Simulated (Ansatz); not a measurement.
# Pressure against volume: BiIr

```cif
data_structure
_symmetry_space_group_name_H-M 'P 1'
_symmetry_Int_Tables_number 1
_cell_length_a 4.3376
_cell_length_b 4.3376
_cell_length_c 4.3376
_cell_angle_alpha 60.000
_cell_angle_beta 60.000
_cell_angle_gamma 60.000
_cell_volume 57.71
loop_
_atom_site_label
_atom_site_type_symbol
_atom_site_fract_x
_atom_site_fract_y
_atom_site_fract_z
_atom_site_occupancy
Ir1 Ir 0.00000 0.00000 0.00000 1
Bi1 Bi 0.25000 0.25000 0.25000 1
```

The runs use the primitive cell with vectors (0.000, 3.067, 3.067), (3.067, 0.000, 3.067), (3.067, 3.067, 0.000) Å, to which the k mesh refers.

Conventional cell: a = 6.134 Å, b = 6.134 Å, c = 6.134 Å, α = 90.00°, β = 90.00°, γ = 90.00°. Ir (atom 1) has 4 Bi at 2.66 Å as nearest neighbours. Around Bi (atom 2) lie 4 Ir at 2.66 Å.

The structure comes from a relaxation in the same program, started in the zincblende type, and has space group F-43m. Whether it is a known phase or the ground state wasn't checked.

No spin–orbit coupling, which matters for the heavy atoms here.

All numbers are computed: DFT, PBE, all-electron LAPW, scalar-relativistic (Ansatz 0.2.0); DFT, PBE, PAW with Ansatz's default frozen-core files, scalar-relativistic (Ansatz 0.2.0).

For LAPW: a Γ-centred 11×11×11 k mesh, Fermi–Dirac smearing of 0.03 eV, basis error target 1 meV/atom, no spin polarisation. PAW takes a cutoff of 420 eV at this cell. The Ansatz runs share mesh, smearing and spin set-up. Plane-wave (PAW) pressures include the program's estimate of the Pulay term.

The cell above is scaled evenly, with fractional coordinates and shape held.

```tsv
V/V(cell)	V (Å³/atom)	P, LAPW (GPa)	P, PAW (GPa)	free energy over the lowest listed, PAW (meV/atom)
0.9405	27.136	6.07	6.07	30.6
0.9700	27.988	2.80	2.79	7.4
1.0000	28.853	0.02	0.01	0.0
1.0300	29.719	-2.31	-2.31	6.4
1.0600	30.584	?	?	?
```

(1) Fill in the row V/V(cell) = 1.0600.

(2) What do Birch–Murnaghan fits to the pressures give?

Answers

(1) P, LAPW (GPa) = -4.24, P, PAW (GPa) = -4.25, free energy over the lowest listed, PAW (meV/atom) = 24.3.

(2) LAPW: V0 = 28.86 Å³/atom, B0 = 85 GPa, B0′ = 5.0; PAW: V0 = 28.86 Å³/atom, B0 = 85 GPa, B0′ = 5.0.
